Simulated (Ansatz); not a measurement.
Data:

Relaxed GaP (zinc blende):

```
GaP
1.0
    0.00000     5.50645     5.50645
    2.75322     2.75322     5.50645
    2.75322     2.75322     0.00000
P Ga
2 2
Direct
  0.00000   0.75000   0.75000
  0.50000   0.75000   0.75000
  0.00000   0.00000   0.00000
  0.50000   0.00000   0.00000
```

The atoms are displaced by Q × the pattern below (from a DFPT mode at X = (0.5, 0.5, 0.0), largest move 1; Q in Å), at fixed cell. (q is in reciprocal vectors of the primitive cell; the cell shown is doubled to hold the pattern.)

```
atom      x      y       z
----  -----  -----  ------
Ga3   0.000  0.000   1.000
Ga4   0.000  0.000  -1.000
```

Atoms not listed stay in place.

Method: PBE (plane waves to 420 eV, PAW, scalar-relativistic; Ansatz, a program for electronic structure). k mesh 10×10×10 (Γ-centred), Fermi-Dirac smearing 0.05 eV. E stands for the smeared free energy. GaP was relaxed with its symmetry unable to fall. The PAW data are Ansatz's earlier set. The zero of ΔE is the undisplaced structure.

The scan covers Q from -0.180 to 0.180 Å in 13 points.

Problem. Which space group does the distorted structure have?

Solution. P-4m2 (No. 115), lowered from F-43m.

Problem. What is the energy change at Q = 0.180 Å?

Solution. 478 meV/cell.

Problem. What harmonic wavenumber does the curvature at Q = 0 give?

Solution. 241 cm⁻¹.

(A displaced cell: forces are minus the slopes of the energy, force constants its curvatures, and phonons follow from these.)
